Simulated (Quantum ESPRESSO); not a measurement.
# Planted mistakes on one cell of In2GaAlP4

The results below are calculated, not measured. They come from pw.x of Quantum ESPRESSO 7.5, a plane-wave density functional program, with PseudoDojo standard norm-conserving files (v0.5 for PBE, v0.4.1 for LDA and PBEsol). The cells are made up: elements, strain and atom displacements were drawn at random, and nothing was relaxed. There is no spin polarisation, spin-orbit coupling or dispersion term.

The cell has 8 sites of a zincblende or diamond lattice. Sites 1 to 4 hold In Ga In Al; sites 5 to 8 hold P P P P. Cell vectors in Å: (5.560, -0.007, 0.034); (-0.007, 5.625, 0.008); (0.034, 0.008, 5.511). Settings: PBE, cutoff 1088 eV, 4 x 4 x 4 k mesh shifted by half a step, Fermi-Dirac smearing of 0.025 eV.

The intended run has a self-consistency threshold of 1e-07 eV, a smearing term of 0.000 eV, a pressure of 9.12 GPa and 10 iterations. Each further run changes one thing: all lengths scaled by 0.9865; atoms of sites 1 and 2 exchanged; cutoff 666 eV; files of PBEsol; k mesh 2 x 2 x 2; one electron removed; smearing 0.85 eV; threshold 0.9 eV. A coarse mesh keeps the shift, and a charged cell sits in a uniform background.

```
run  change of free energy (eV)  smearing term -TS (eV)  change of P (GPa)  largest change of a force component (eV/Å)  iterations
  A                       0.242                   0.000               0.50                                       2.496          10
  B                      -1.611                  -5.328               2.00                                       0.239          10
  C                       0.489                   0.000               4.66                                       0.293          10
  D                      -7.099                  -0.005             -11.59                                       0.177          11
  E                      12.048                   0.000              -2.92                                       0.136          10
  F                       9.001                   0.000             -55.69                                       0.009          10
  G                       0.013                   0.000               0.78                                       0.680           3
  H                       0.430                   0.000               0.33                                       0.023          10
```

A rerun of the intended cell at 1377 eV and k mesh 6 x 6 x 6 moved values by no more than 0.008 eV in the cell's energy, 0.02 GPa in stress and 0.002 eV/Å in force.

Question: which change belongs to which run?

## Worked reading

Run G has the fewest iterations, as a run stopped early does. Run B has the largest smearing term, as wide smearing gives. Run F has a higher energy and the largest fall in pressure, as too small a basis gives. Run C changes the volume by a factor of 0.9600; minus its pressure change over the logarithm of that factor, 114 GPa, is a rough bulk modulus with clamped atoms. Energies from files of another functional, or of a charged cell, have another zero and say nothing on stability; the pressure of a charged cell rests on the program's zero of potential too.

## Key

```
run,change
A,atoms of sites 1 and 2 exchanged
B,smearing 0.85 eV
C,all lengths scaled by 0.9865
D,one electron removed
E,files of PBEsol
F,cutoff 666 eV
G,threshold 0.9 eV
H,k mesh 2 x 2 x 2
```